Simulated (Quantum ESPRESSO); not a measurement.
## MgGa3SeP3 (finding a planted mistake in a log)

Computed values, not a measurement. The program is pw.x of Quantum ESPRESSO 7.5 (plane-wave density functional theory). The cell is made up: 8 atoms on a zincblende/diamond lattice, with randomly drawn elements, strain and displacements, not relaxed. PseudoDojo standard norm-conserving files (v0.5 for PBE, v0.4.1 for LDA and PBEsol) set the functional; there is no spin polarisation, spin-orbit coupling or dispersion term, and the masses in the input are unused placeholders.

Intended input:

```
&control calculation='scf', pseudo_dir='./dojo.nc.sr.pbe.v0_5.standard.upf', outdir='./o', disk_io='low', tprnfor=.true., tstress=.true. /
&system ibrav=0, nat=8, ntyp=4, nbnd=46, ecutwfc=85.99341389, nosym=.true., tot_charge=0,
 occupations='smearing', smearing='fd', degauss=0.0018374661
/
&electrons conv_thr=7.350e-09, electron_maxstep=60, /
ATOMIC_SPECIES
Ga 1.0 Ga.upf
Mg 1.0 Mg.upf
P 1.0 P.upf
Se 1.0 Se.upf
CELL_PARAMETERS angstrom
5.5809 0.0 0.0
0.0 5.5809 0.0
0.0 0.0 5.5809
ATOMIC_POSITIONS angstrom
Mg 0.006 0.0144 -0.0103
Ga -0.0343 2.8696 2.7278
Ga 2.7077 -0.0018 2.7486
Ga 2.8091 2.8427 -0.06
Se 1.4638 1.352 1.3178
P 1.3813 4.2004 4.1613
P 4.154 1.325 4.2329
P 4.2148 4.187 1.3202
K_POINTS automatic
4 4 4 1 1 1
```

The log is shortened where brackets say so; the opening notice, blank lines, dates and the lines on written files are dropped, and the path of the files is cut. It prints rydbergs, bohrs and kilobars, and counts compression as positive stress. Where no state is partly filled, the Fermi energy that it prints is only some level between the filled and the empty states on the mesh, and need not lie in the true gap.

Log of the intended run:

```
     Program PWSCF v.7.5
     Parallel version (MPI & OpenMP), running on       4 processor cores
     Number of MPI processes:                 4
     Threads/MPI process:                     1
     [start-up lines left out]
     bravais-lattice index     =            0
     lattice parameter (alat)  =      10.5464  a.u.
     unit-cell volume          =    1173.0306 (a.u.)^3
     number of atoms/cell      =            8
     number of atomic types    =            4
     number of electrons       =        80.00
     number of Kohn-Sham states=           46
     kinetic-energy cutoff     =      85.9934  Ry
     charge density cutoff     =     343.9737  Ry
     scf convergence threshold =      7.3E-09
     mixing beta               =       0.7000
     number of iterations used =            8  plain     mixing
     Exchange-correlation= PBE
                           (   1   4   3   4   0   0   0)
     [axes and pseudopotential details left out]
   Cartesian axes
     site n.     atom                  positions (alat units)
         1        Mg     tau(   1) = (   0.0010751   0.0025802  -0.0018456  )
         2        Ga     tau(   2) = (  -0.0061460   0.5141823   0.4887742  )
         3        Ga     tau(   3) = (   0.4851726  -0.0003225   0.4925012  )
         4        Ga     tau(   4) = (   0.5033418   0.5093623  -0.0107510  )
         5        Se     tau(   5) = (   0.2622874   0.2422548   0.2361268  )
         6        P      tau(   6) = (   0.2475049   0.7526385   0.7456324  )
         7        P      tau(   7) = (   0.7443244   0.2374169   0.7584619  )
         8        P      tau(   8) = (   0.7552187   0.7502374   0.2365568  )
     number of k points=    32  Fermi-Dirac smearing, width (Ry)=  0.0018
                       cart. coord. in units 2pi/alat
        k(    1) = (   0.1250000   0.1250000   0.1250000), wk =   0.0625000
        k(    2) = (   0.1250000   0.1250000   0.3750000), wk =   0.0625000
     [further k points left out]
     Dense  grid:   126419 G-vectors     FFT dimensions: (  64,  64,  64)
     Estimated max dynamical RAM per process >     265.01 MB
     Estimated total dynamical RAM >     967.44 MB
     Initial potential from superposition of free atoms
     starting charge      79.9907, renormalised to      80.0000
     Starting wfcs are   53 randomized atomic wfcs
     total cpu time spent up to now is        3.4 secs
     per-process dynamical memory:   184.9 Mb
     Self-consistent Calculation
     iteration #  1     ecut=    85.99 Ry     beta= 0.70
     Davidson diagonalization with overlap
     ethr =  1.00E-02,  avg # of iterations =  4.0
     Threshold (ethr) on eigenvalues was too large:
     Diagonalizing with lowered threshold
     Davidson diagonalization with overlap
     ethr =  4.88E-04,  avg # of iterations =  2.0
     total cpu time spent up to now is       13.9 secs
     total energy              =    -861.75637635 Ry
     estimated scf accuracy    <       0.38907062 Ry
     iteration #  2     ecut=    85.99 Ry     beta= 0.70
     Davidson diagonalization with overlap
     ethr =  4.86E-04,  avg # of iterations =  4.8
     total cpu time spent up to now is       19.4 secs
     total energy              =    -861.84094873 Ry
     estimated scf accuracy    <       0.19689046 Ry
     [iterations 3 to 8 left out]
     iteration #  9     ecut=    85.99 Ry     beta= 0.70
     Davidson diagonalization with overlap
     ethr =  2.95E-10,  avg # of iterations =  2.0
     total cpu time spent up to now is       53.7 secs
     total energy              =    -861.88783695 Ry
     estimated scf accuracy    <       0.00000002 Ry
     iteration # 10     ecut=    85.99 Ry     beta= 0.70
     Davidson diagonalization with overlap
     ethr =  2.28E-11,  avg # of iterations =  3.4
     total cpu time spent up to now is       59.0 secs
     End of self-consistent calculation
     [lines on levels left out]
     the Fermi energy is     7.5133 ev
!    total energy              =    -861.88783696 Ry
     estimated scf accuracy    <          1.9E-09 Ry
     smearing contrib. (-TS)   =      -0.00000000 Ry
     internal energy E=F+TS    =    -861.88783696 Ry
     The total energy is F=E-TS. E is the sum of the following terms:
     one-electron contribution =    -511.40970470 Ry
     hartree contribution      =     296.39728607 Ry
     xc contribution           =    -202.40177901 Ry
     ewald contribution        =    -444.47363931 Ry
     convergence has been achieved in  10 iterations
     Forces acting on atoms (cartesian axes, Ry/au):
     atom    1 type  2   force =    -0.01205747   -0.02302845   -0.02235259
     atom    2 type  1   force =    -0.02449451   -0.01023450    0.04715880
     atom    3 type  1   force =     0.07101439   -0.04235166    0.04946949
     atom    4 type  1   force =     0.03753600    0.01611076   -0.03484666
     atom    5 type  4   force =    -0.01390705    0.05170268    0.01829247
     atom    6 type  3   force =     0.00601487   -0.02440200   -0.02649314
     atom    7 type  3   force =    -0.02199139    0.04276050   -0.05928616
     atom    8 type  3   force =    -0.04211484   -0.01055733    0.02805779
     Total force =     0.171186     Total SCF correction =     0.000246
     Computing stress (Cartesian axis) and pressure
          total   stress  (Ry/bohr**3)                   (kbar)     P=       32.89
   0.00024214  -0.00003718   0.00006580           35.62       -5.47        9.68
  -0.00003718   0.00022629  -0.00011382           -5.47       33.29      -16.74
   0.00006580  -0.00011382   0.00020224            9.68      -16.74       29.75
     init_run     :      3.26s CPU      3.37s WALL (       1 calls)
     electrons    :     55.35s CPU     55.61s WALL (       1 calls)
     forces       :      0.73s CPU      0.74s WALL (       1 calls)
     stress       :      2.44s CPU      2.49s WALL (       1 calls)
     [timing details left out]
     PWSCF        :   1m 1.87s CPU   1m 2.33s WALL
     JOB DONE.
```

A second run was made from an input with one planted mistake. Its log:

```
     Program PWSCF v.7.5
     Parallel version (MPI & OpenMP), running on       4 processor cores
     Number of MPI processes:                 4
     Threads/MPI process:                     1
     [start-up lines left out]
     bravais-lattice index     =            0
     lattice parameter (alat)  =      10.5464  a.u.
     unit-cell volume          =    1173.0306 (a.u.)^3
     number of atoms/cell      =            8
     number of atomic types    =            4
     number of electrons       =        80.00
     number of Kohn-Sham states=           46
     kinetic-energy cutoff     =      85.9934  Ry
     charge density cutoff     =     343.9737  Ry
     scf convergence threshold =      7.3E-09
     mixing beta               =       0.7000
     number of iterations used =            8  plain     mixing
     Exchange-correlation= PBE
                           (   1   4   3   4   0   0   0)
     [axes and pseudopotential details left out]
   Cartesian axes
     site n.     atom                  positions (alat units)
         1        Mg     tau(   1) = (   0.0010751   0.0025802  -0.0018456  )
         2        Ga     tau(   2) = (  -0.0061460   0.5141823   0.4887742  )
         3        Ga     tau(   3) = (   0.4851726  -0.0003225   0.4925012  )
         4        Ga     tau(   4) = (   0.5033418   0.5093623  -0.0107510  )
         5        Se     tau(   5) = (   0.2622874   0.2422548   0.2361268  )
         6        P      tau(   6) = (   0.2475049   0.7526385   0.7456324  )
         7        P      tau(   7) = (   0.7443244   0.2374169   0.7584619  )
         8        P      tau(   8) = (   0.7552187   0.7502374   0.2365568  )
     number of k points=     4  Fermi-Dirac smearing, width (Ry)=  0.0018
                       cart. coord. in units 2pi/alat
        k(    1) = (   0.2500000   0.2500000   0.2500000), wk =   0.5000000
        k(    2) = (   0.2500000   0.2500000  -0.2500000), wk =   0.5000000
     [further k points left out]
     Dense  grid:   126419 G-vectors     FFT dimensions: (  64,  64,  64)
     Estimated max dynamical RAM per process >     176.31 MB
     Estimated total dynamical RAM >     612.64 MB
     Initial potential from superposition of free atoms
     starting charge      79.9907, renormalised to      80.0000
     Starting wfcs are   53 randomized atomic wfcs
     total cpu time spent up to now is        1.5 secs
     per-process dynamical memory:   102.4 Mb
     Self-consistent Calculation
     iteration #  1     ecut=    85.99 Ry     beta= 0.70
     Davidson diagonalization with overlap
     ethr =  1.00E-02,  avg # of iterations =  4.5
     Threshold (ethr) on eigenvalues was too large:
     Diagonalizing with lowered threshold
     Davidson diagonalization with overlap
     ethr =  5.18E-04,  avg # of iterations =  2.0
     total cpu time spent up to now is        2.7 secs
     total energy              =    -861.72330013 Ry
     estimated scf accuracy    <       0.41189496 Ry
     iteration #  2     ecut=    85.99 Ry     beta= 0.70
     Davidson diagonalization with overlap
     ethr =  5.15E-04,  avg # of iterations =  4.5
     total cpu time spent up to now is        3.3 secs
     total energy              =    -861.81292328 Ry
     estimated scf accuracy    <       0.20028867 Ry
     [iterations 3 to 8 left out]
     iteration #  9     ecut=    85.99 Ry     beta= 0.70
     Davidson diagonalization with overlap
     ethr =  4.67E-10,  avg # of iterations =  2.0
     total cpu time spent up to now is        7.9 secs
     total energy              =    -861.86059126 Ry
     estimated scf accuracy    <       0.00000003 Ry
     iteration # 10     ecut=    85.99 Ry     beta= 0.70
     Davidson diagonalization with overlap
     ethr =  3.83E-11,  avg # of iterations =  3.8
     total cpu time spent up to now is        8.6 secs
     End of self-consistent calculation
     [lines on levels left out]
     the Fermi energy is     7.6081 ev
!    total energy              =    -861.86059127 Ry
     estimated scf accuracy    <          2.7E-09 Ry
     smearing contrib. (-TS)   =      -0.00000000 Ry
     internal energy E=F+TS    =    -861.86059127 Ry
     The total energy is F=E-TS. E is the sum of the following terms:
     one-electron contribution =    -511.46306854 Ry
     hartree contribution      =     296.50771302 Ry
     xc contribution           =    -202.43159644 Ry
     ewald contribution        =    -444.47363931 Ry
     convergence has been achieved in  10 iterations
     Forces acting on atoms (cartesian axes, Ry/au):
     atom    1 type  2   force =    -0.01260468   -0.02337002   -0.02279721
     atom    2 type  1   force =    -0.02487792   -0.00931345    0.04817851
     atom    3 type  1   force =     0.07153927   -0.04264833    0.05033536
     atom    4 type  1   force =     0.03866720    0.01621332   -0.03534099
     atom    5 type  4   force =    -0.01429372    0.05059436    0.01771694
     atom    6 type  3   force =     0.00550349   -0.02393777   -0.02684428
     atom    7 type  3   force =    -0.02207366    0.04300337   -0.05886740
     atom    8 type  3   force =    -0.04185998   -0.01054148    0.02761906
     Total force =     0.171927     Total SCF correction =     0.000296
     Computing stress (Cartesian axis) and pressure
          total   stress  (Ry/bohr**3)                   (kbar)     P=       36.45
   0.00026506  -0.00004132   0.00005692           38.99       -6.08        8.37
  -0.00004132   0.00025177  -0.00011800           -6.08       37.04      -17.36
   0.00005692  -0.00011800   0.00022642            8.37      -17.36       33.31
     init_run     :      1.41s CPU      1.44s WALL (       1 calls)
     electrons    :      7.03s CPU      7.09s WALL (       1 calls)
     forces       :      0.18s CPU      0.18s WALL (       1 calls)
     stress       :      0.38s CPU      0.38s WALL (       1 calls)
     [timing details left out]
     PWSCF        :      9.07s CPU      9.18s WALL
     JOB DONE.
```

Question: what was wrong in the second input?

Answer: the k-point mesh is too coarse. The input lines that differ, file-writing options aside:

```
- 4 4 4 1 1 1
+ 2 2 2 1 1 1
```

```
                                            intended run  run with the mistake
                          free energy (eV)    -11726.581            -11726.211
                    smearing term -TS (eV)        0.0000                0.0000
                            pressure (GPa)          3.29                  3.64
            largest force component (eV/Å)         1.826                 1.839
largest change of a force component (eV/Å)                               0.029
                                iterations            10                    10
```

For scale, a rerun of the intended cell at 1467 eV and a 6 x 6 x 6 mesh moved values by no more than 0.008 eV in energy, 0.02 GPa in stress and 0.004 eV/Å in force.